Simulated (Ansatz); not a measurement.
Data sheet: Cd (DFT)

Cd:
```
CELL_PARAMETERS angstrom
      2.99763     0.00000     0.00000
      0.00000     2.99763     0.00000
      0.00000     0.00000     2.99763
ATOMIC_POSITIONS crystal
  Cd 0.00000 0.00000 0.00000
```

Space group Pm-3m (No. 221), simple cubic; conventional cell a = 2.9976 Å, b = 2.9976 Å, c = 2.9976 Å, α = 90.00°, β = 90.00°, γ = 90.00°.

Method: the program Ansatz at the PBE level (PAW). The cell and atoms are relaxed at this level. Other levels are named where they apply.

**Cell and energy**

```yaml
volume_per_atom: 26.94 Å³
density: 6.93 g/cm³
```

**Electronic structure**

```yaml
electronic_character: metallic (no gap)
Density of states at the Fermi level: 0.40 states/eV per atom (mean over ±0.08 eV)
Gap with spin–orbit coupling: none (metallic)
```

**Mechanics**

```yaml
Bulk modulus (Birch–Murnaghan fit): 30.3 GPa
Pressure derivative B′: 5.6
Elastic constants (relaxed ions, GPa): C11 = 58.6, C12 = 15.7, C44 = -4.0
mechanical_stability: unstable (C has a negative eigenvalue)
```

A made-up cell: these elements were put on the sites of a structure type; neither database checked (COD, Materials Project) lists it. It is not the phase usual at ambient conditions (space group No. 194). The cell was relaxed with PBE under the symmetry of its start. As this level gives no gap, shear constants depend on the k-mesh and smearing (Fermi–Dirac, 0.1 eV here). Spin–orbit coupling is left out wherever it is not named.

Potentials: the later of the program's two PAW sets.
